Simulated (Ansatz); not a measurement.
# Profile along the Si–Si line in Si (diamond)

Si (diamond)

```cif
data_Si2
_chemical_formula_sum 'Si2'
_space_group_name_H-M_alt 'P 1'
_space_group_IT_number 1
_cell_length_a 3.84210
_cell_length_b 3.84210
_cell_length_c 3.84210
_cell_angle_alpha 60.000
_cell_angle_beta 60.000
_cell_angle_gamma 60.000
loop_
_space_group_symop_operation_xyz
  'x, y, z'
loop_
_atom_site_label
_atom_site_type_symbol
_atom_site_fract_x
_atom_site_fract_y
_atom_site_fract_z
_atom_site_occupancy
Si1 Si 0.50000 0.50000 0.50000 1
Si2 Si 0.75000 0.75000 0.75000 1
```

Fields along a shortest Si–Si line of a {110} plane (2.35 Å), from Si to Si, interpolated on the slice's grid (step about 0.3 Å). Method: PBEsol (plane waves to 420 eV, PAW, scalar-relativistic; Ansatz, a quantum-chemistry and plane-wave program). k mesh 11×11×11. These are valence fields of a PAW run, semicore shells included where kept as valence: close to a nucleus they are smooth pseudo fields. Si was relaxed with its symmetry unable to fall. The PAW data are Ansatz's earlier set.

```tsv
distance from Si (Å)	valence electron density (e/Å³)	electron localisation function
0.00	0.13	x
0.24	0.17	x
0.47	0.32	x
0.71	0.50	0.85
0.94	0.57	0.94
1.18	0.57	0.95
1.41	0.57	0.94
1.65	0.50	0.85
1.88	0.32	x
2.12	0.17	x
2.35	0.13	x
```

x: too close to a nucleus for the ELF to mean much.

Density on the Si–Si line (2.35 Å) at its midpoint: 0.57 e/Å³. ELF at that point: 0.9. ELF maximum in the middle third of the Si–Si line: 0.95, 1.2 Å from Si.
